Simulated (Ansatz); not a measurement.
MoRh in space group Pmma (No. 51; Mo on 2e, Rh on 2f) at seven volumes, PBEsol (plane waves, PAW; program Ansatz), shape and atoms relaxed at each. One row is withheld.

```tsv
V (Å³/atom)	P (GPa)
12.963	34.60
13.390	21.07
13.817	9.65
14.245	0.00
14.672	-8.13
15.099	-14.98
15.527	?
```

Q: Fit the shown pressures and predict the withheld one.

A: P = (3/2)B₀(x^(7/2) − x^(5/2))[1 + (3/4)(B′ − 4)(x − 1)] with x = (V₀/V)^(2/3). Least squares on the six rows gives V₀ = 14.245 Å³/atom, B₀ = 295 GPa, B′ = 4.64. At V = 15.527, x = 0.9442 and P = -20.83 GPa. The run itself gave -20.71 GPa.

The workflow started from a Materials Project entry (that database holds measured and hypothetical structures alike); the Crystallography Open Database copy checked does not list it. With Mo and Rh taken as one species the cell has the higher symmetry P6_3/mmc, so it may be an ordered model of a mixed-site phase. Whether it is the stable phase at ambient conditions was not checked. Symmetry was held in the PBEsol relaxation; of distortions, only those at the zone centre were tested. The run is not spin-polarised.

Potentials: the later of the program's two PAW sets.
